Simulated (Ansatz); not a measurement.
Input:

Ge2Sb2Te5 (Ge2Sb2Te5-Kooi type, space group P-3m1)

```cif
data_Ge2Sb2Te5
_chemical_formula_sum 'Te5 Ge2 Sb2'
_space_group_name_H-M_alt 'P-3m1'
_space_group_IT_number 164
_space_group_name_Hall '-P 3 2"'
_cell_length_a 4.26626
_cell_length_b 4.26626
_cell_length_c 17.61904
_cell_angle_alpha 90.000
_cell_angle_beta 90.000
_cell_angle_gamma 120.000
loop_
_atom_site_label
_atom_site_type_symbol
_atom_site_symmetry_multiplicity
_atom_site_Wyckoff_symbol
_atom_site_fract_x
_atom_site_fract_y
_atom_site_fract_z
_atom_site_occupancy
Te1 Te 1 a 0.00000 0.00000 0.00000 1
Ge1 Ge 2 d 0.66667 0.33333 0.09772 1
Te2 Te 2 d 0.33333 0.66667 0.19305 1
Sb1 Sb 2 c 0.00000 0.00000 0.30821 1
Te3 Te 2 d 0.66667 0.33333 0.40469 1
```

This relaxed cell (volume V₀) is scaled evenly in all directions, its shape held. The atoms relax within the cell's symmetry.

Level of theory: r2SCAN (plane waves to 500 eV, PAW, scalar-relativistic; Ansatz, a quantum-chemistry and plane-wave program). k mesh 9×9×2 (Γ-centred), Fermi-Dirac smearing 0.05 eV. The energy includes the smearing's −TS. Stress and pressure are positive under compression. With the shape held, the modulus is that of even scaling; a crystal free to change shape is softer. Ge2Sb2Te5 was relaxed with its symmetry unable to fall. Spin-orbit coupling is left out, though Sb and Te are heavy. ΔE is measured from the relaxed starting cell.

The scan covers V/V₀ from 0.840 to 1.160 in 13 points.

**Question.** What is ΔE at V/V₀ = 1.160?

**Answer.** 47 meV/atom.

**Question.** What is ΔE at V/V₀ = 0.840?

**Answer.** 118 meV/atom.

**Question.** What pressure does the cell carry at V/V₀ = 0.840?

**Answer.** 9.2 GPa.

(A scan under strain: stresses follow from slopes of the energy per volume, elastic moduli from its curvatures.)
